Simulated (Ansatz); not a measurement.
B₂Ir (MoSi2 or CaC2 type, I4/mmm), r²SCAN in the plane-wave PAW code Ansatz, all energies at zero smearing, with the estimated change up to a 700 eV cutoff added, with one set of potentials and settings (totals compare only within such a set). Cell of 3 atoms (1 Ir, 2 B): -12262.039 eV.

| element | reference phase | E (eV/atom) |
|---|---|---|
| Ir | Fm-3m, 1 atoms in the cell | -11950.0469 |
| B | R-3m, 12 atoms in the cell | -156.5545 |

Formation energy per atom, worked out: (-12262.039 − 1×(-11950.0469) − 2×(-156.5545))/3 = 0.372 eV/atom (36 kJ per mol of atoms), at 0 K, without zero-point energy or fitted corrections.

The cell is a constructed one: a structure type filled with these elements; neither database checked (COD, Materials Project) lists it. Whether it is the stable phase at ambient conditions was not checked. The r²SCAN relaxation kept the symmetry of its start; its stability against distortions is not shown here. No spin polarisation was allowed. The references are the lowest solids computed at this level, not always the standard phases. Spin–orbit coupling is left out wherever it is not named.

Potentials: the earlier of the program's two PAW sets.
